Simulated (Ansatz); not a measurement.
# KNiF$_{3}$: which magnetic order is lowest?

```yaml
crystal:
  lattice:
    - [8.00000, 0.00000, 0.00000]
    - [0.00000, 4.00000, 0.00000]
    - [0.00000, 0.00000, 4.00000]
  atoms:
    - { symbol: K, position: [0.00000, 0.00000, 0.00000] }
    - { symbol: Ni, position: [0.25000, 0.50000, 0.50000] }
    - { symbol: F, position: [0.25000, 0.50000, 0.00000] }
    - { symbol: F, position: [0.00000, 0.50000, 0.50000] }
    - { symbol: F, position: [0.25000, 0.00000, 0.50000] }
    - { symbol: K, position: [0.50000, 0.00000, 0.00000] }
    - { symbol: Ni, position: [0.75000, 0.50000, 0.50000] }
    - { symbol: F, position: [0.75000, 0.50000, 0.00000] }
    - { symbol: F, position: [0.50000, 0.50000, 0.50000] }
    - { symbol: F, position: [0.75000, 0.00000, 0.50000] }
```

Computed with plane-wave PAW DFT (Ansatz 0.2.0): r2SCAN with U_eff = 2.5 eV on Ni d (all-electron-ortho-atomic projectors), 500 eV cutoff, 4×7×7 Γ-centred mesh, fermi-dirac occupations of width 0.050 eV. The atoms are fixed and numbered as listed; spin is collinear, without spin-orbit coupling.

The cycle has several fixed points for this cell. Moments (μB):

```
state   Ni2    Ni7  other atoms together  size of the net moment a cell
    A  1.77   1.77                  0.32                           4.00
    B  1.76  -1.76                  0.00                           0.00
    C  0.00   0.00                  0.00                           0.00
```

Site moments are taken in small spheres that don't touch (radius about 0.4 of the atom's shortest bond), so those of the magnetic atoms read low, and they needn't add up to the net moment. State C was run without spin polarisation.

Q: Rank the states by energy at zero smearing.

A: State B (antiparallel, compensated) is lowest; A (parallel moments) lies 5.2 meV above it, C (without moments) lies 467 meV above it, all counted an atom of the cell.

Q: Which states have a gap on the mesh, and what pressure does each exert on this cell?

A: A: gap 4.11 eV, 1.2 GPa; B: gap 4.19 eV, 1.0 GPa; C: no gap, -2.7 GPa (positive in compression). Moments take up room: without them the pressure is lower, so that state wants a smaller cell.

Q: Compare the parallel order A with the antiparallel order B.

A: Between A and B the moments keep their size (1.77 against 1.76 μB in the mean), so the difference mostly measures the exchange between the flipped sites: the antiparallel order gains 26 meV for each Ni atom. The nearest flipped pair stands 4.00 Å apart. Flipped pairs are linked through F; the widest Ni–F–Ni angle among the nearer links is 180°, at 4.00 Å between the metal atoms. A nearly straight link favours antiparallel spins by superexchange as a rule of thumb, which fits.

Q: What does magnetism gain here?

A: 467 meV an atom of the cell, or 2334 meV for each Ni atom, against state C, which has none. A run without spin would miss this and give wrong energies and forces. That state isn't the paramagnet, which keeps its moments, so this is no ordering energy, and a U raises it further by its penalty on part-filled orbitals.

The cell is that of a Crystallography Open Database entry, unchanged but doubled along one cell vector so that moments can oppose. Note on the entry: the entry's cell lengths or inner coordinates differ somewhat from later room-temperature determinations.

Caveats: only orders that fit this cell and collinear spins were tried, so the true order may need a larger cell or canted moments; atoms and cell are not relaxed, and each state would relax in its own way; the U is a value in common use, not computed for this crystal; the k mesh is coarse, so differences of a few meV are uncertain where a state is a metal; one start a pattern, so a lower state of the same pattern may exist.
